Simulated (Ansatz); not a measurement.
HfO₂ (fluorite, Fm-3m), PBEsol in the plane-wave PAW code Ansatz. The conduction-band minimum lies at X, with 3 equivalent valleys. Second derivatives d²E/dk² of the lowest band at one valley (eV·Å²), along Cartesian directions:

```tsv
direction	d²E/dk²
[100]	6.777
[010]	10.89
[001]	10.89
[110]	8.834
[101]	8.834
[011]	10.89
```

Question: Find the principal effective masses, the density-of-states mass and the conductivity mass.

Answer: Off-diagonal terms follow from H_xy = H[110] − (H_xx + H_yy)/2, and m*/mₑ = 7.620 eV·Å² over each eigenvalue: 0.70, 0.70, 1.1. One valley's DOS mass (m₁m₂m₃)^(1/3) = 0.82, conductivity mass 3/(Σ 1/mᵢ) = 0.80 mₑ.

Question: What effective density of states Nc follows at 300 K for parabolic valleys?

Answer: Nc = 2.509e19 × 3 × (0.82)^(3/2) ≈ 5.6e19 cm⁻³.

This is a known high-temperature phase of the composition, computed here at zero pressure and temperature. The cell was relaxed with PBEsol under the symmetry of its start; its stability against distortions is not shown here. No spin polarisation was allowed. Scalar-relativistic: spin–orbit coupling is off unless named, which matters more the heavier the elements.

Potentials: the earlier of the program's two PAW sets. The files were generated under PBE; for other functionals the program regenerates the frozen cores, and for LDA and PBEsol the local potential too.

Edges and masses are those of Kohn–Sham bands, whose gap is no quasiparticle gap.
